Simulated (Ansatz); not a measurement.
BP:
Space group P6₄22 (No. 181); a = 3.279 Å, b = 3.279 Å, c = 6.995 Å, α = 90.00°, β = 90.00°, γ = 120.00°

```csv
atom,site,symmetry,x,y,z
B,3c,222,0.5000,0.0000,0.0000
P,3d,222,0.5000,0.0000,0.5000
```

Relaxed at zero pressure with DFT-PBE in the program Ansatz with PAW potentials.

Question: The volume is raised by 6 % and shape and atoms relax at that volume. What pressure results, and how do the axes share the change?

Answer: -8.9 GPa; a 1.9 %, b 1.9 %, c 2.0 %; the energy rises by 19 meV/atom.

Question: Give the new structure.

Answer: 
Space group P6₄22 (No. 181); a = 3.342 Å, b = 3.342 Å, c = 7.139 Å, α = 90.00°, β = 90.00°, γ = 120.00°

```csv
atom,site,symmetry,x,y,z
B,3c,222,0.5000,0.0000,0.0000
P,3d,222,0.5000,0.0000,0.5000
```

The phase is kept; no other phase was compared at this pressure.

Space group P6_422. The start of the workflow was typed in or built on a structure type; neither database checked (COD, Materials Project) lists it. It is not the phase usual at ambient conditions (space group No. 216). The PBE relaxation kept the symmetry of its start; whether a distortion lowers the energy is not shown.

Potentials: the later of the program's two PAW sets.
